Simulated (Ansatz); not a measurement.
Ge2Sb2TeSe4:
```
Ge2Sb2TeSe4
1.0
    4.01408     0.00000     0.00000
   -2.00704     3.47630     0.00000
    0.00000     0.00000    16.83247
Ge Sb Te Se
2 2 1 4
Cartesian
  0.00000   0.00000   5.85501
  0.00000   0.00000  10.97746
  0.00000   2.31753   2.08954
  2.00704   1.15877  14.74293
  0.00000   0.00000   0.00000
  0.00000   2.31753  13.17394
  2.00704   1.15877   3.65853
  0.00000   2.31753   7.13369
  2.00704   1.15877   9.69878
```

Relaxed with PBE+D3(BJ).

Task: Which orbitals make up the states near the Fermi level in PBE+D3(BJ) in the plane-wave PAW code Ansatz?

Result: Within 0.5 eV of the Fermi level: Sb 5p 39 %, Se 4p 35 %, Ge 4p 9 %. Projections are on Löwdin-orthogonalised atomic valence shells; empty p or d shells of many metals are not among them.

Task: Tabulate the density of states.

Result: States/eV per cell of 9 atoms, in 0.25 eV bins, energy from the Fermi level.

```
E (eV)  total  Se 4p  Sb 5p  Ge 4p
------  -----  -----  -----  -----
-7.85    2.13   0.51   0.01   0.01
-7.60    1.74   0.41   0.01   0.02
-7.35    1.52   0.34   0.01   0.02
-7.10    0.73   0.14   0.00   0.01
-6.85    0.42   0.07   0.00   0.01
-6.60    0.18   0.03   0.01   0.00
-6.35    1.59   0.41   0.64   0.06
-6.10    1.96   0.55   0.79   0.08
-5.85    1.19   0.35   0.46   0.05
-5.60    2.25   0.74   0.84   0.11
-5.35    4.86   2.15   1.51   0.46
-5.10    3.67   1.63   1.08   0.34
-4.85    4.34   1.90   1.23   0.41
-4.60    4.97   2.40   1.21   0.56
-4.35    6.79   3.53   1.35   0.88
-4.10    7.34   4.06   1.47   0.84
-3.85    6.91   3.99   1.33   0.74
-3.60    6.16   3.55   1.01   0.76
-3.35    7.38   4.38   0.91   1.04
-3.10    7.05   4.33   0.76   1.05
-2.85    6.70   4.00   0.61   1.12
-2.60    5.95   3.46   0.39   0.94
-2.35    6.66   3.83   0.39   0.89
-2.10    6.02   3.14   0.38   0.76
-1.85    4.98   2.42   0.32   0.49
-1.60    5.19   2.28   0.40   0.42
-1.35    5.22   2.44   0.33   0.46
-1.10    5.21   2.61   0.32   0.58
-0.85    3.81   1.98   0.26   0.49
-0.60    2.00   1.02   0.18   0.29
-0.35    1.06   0.56   0.12   0.15
-0.10    0.80   0.31   0.24   0.09
0.15     1.63   0.51   0.68   0.14
0.40     5.17   1.58   2.40   0.39
0.65     7.21   2.25   3.57   0.49
0.90     6.79   2.41   3.12   0.40
1.15     3.59   1.28   1.50   0.28
1.40     1.18   0.14   0.45   0.30
1.65     3.18   0.47   0.82   1.08
1.90     5.08   0.83   1.07   1.80
2.15     4.54   0.75   0.99   1.75
2.40     8.28   1.43   1.97   2.65
2.65     9.32   1.66   2.09   2.92
2.90     6.74   1.36   1.33   2.22
3.15     6.55   1.39   0.94   2.35
3.40     6.97   1.63   0.90   2.66
3.65     6.66   1.68   0.81   2.54
3.90     6.55   1.67   0.68   2.29
4.15     5.64   1.30   0.56   1.64
4.40     3.37   0.92   0.45   1.01
4.65     3.52   0.71   0.32   0.76
```

Space group P-3m1. The start of the workflow was typed in or built on a structure type; neither database checked (COD, Materials Project) lists it. Its standing as an ambient phase is unchecked. The cell was relaxed with PBE+D3(BJ) under the symmetry of its start; its stability against distortions is not shown here. Spin–orbit coupling is left out wherever it is not named.

Potentials: the later of the program's two PAW sets.
